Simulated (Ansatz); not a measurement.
SnS:
```
SnS
1.0
   11.15932     0.00000     0.00000
    0.00000     3.99963     0.00000
    0.00000     0.00000     4.26186
Sn S
4 4
Direct
  0.61848   0.25000   0.38804
  0.38152   0.75000   0.61196
  0.88152   0.75000   0.88804
  0.11848   0.25000   0.11196
  0.35290   0.25000   0.02486
  0.64710   0.75000   0.97514
  0.14710   0.75000   0.52486
  0.85290   0.25000   0.47514
```

Relaxed with PBE+D3(BJ). Special points in fractions of this cell's reciprocal vectors: Γ (0.000, 0.000, 0.000); X (0.500, 0.000, 0.000); S (0.500, 0.500, 0.000); Y (0.000, 0.500, 0.000); Z (0.000, 0.000, 0.500); U (0.500, 0.000, 0.500); R (0.500, 0.500, 0.500); T (0.000, 0.500, 0.500).

Problem. List the band energies nearest the valence-band maximum at these points for the program Ansatz at the PBE+D3(BJ) level (PAW).

Solution. In eV from the valence-band maximum; about four levels below and three above (degenerate sets whole), none deeper than 8.9 eV; points with the same levels are listed once.

| k | below | above |
|---|---|---|
| Γ | -2.02 -1.35 -0.87 -0.72 | 0.76 3.00 3.04 |
| X | -2.25 -2.25 -0.76 -0.76 | 2.61 2.61 2.76 2.76 |
| S | -1.07 -1.07 -1.07 -1.07 | 1.56 1.56 1.56 1.56 |
| Y | -1.08 -1.08 -0.87 -0.87 | 1.13 1.13 1.64 1.64 |
| Z | -0.99 -0.99 -0.15 -0.15 | 1.41 1.41 1.85 1.85 |
| U | -0.78 -0.78 -0.09 -0.09 | 1.32 1.32 1.81 1.81 |
| R | -1.80 -1.80 -1.80 -1.80 | 2.54 2.54 2.54 2.54 |
| T | -2.57 -2.57 -1.62 -1.62 | 2.70 2.70 2.94 2.94 |

Space group Pnma. The cell was relaxed with PBE+D3(BJ) under the symmetry of its start. Spin–orbit coupling is left out wherever it is not named.

Potentials: the earlier of the program's two PAW sets.
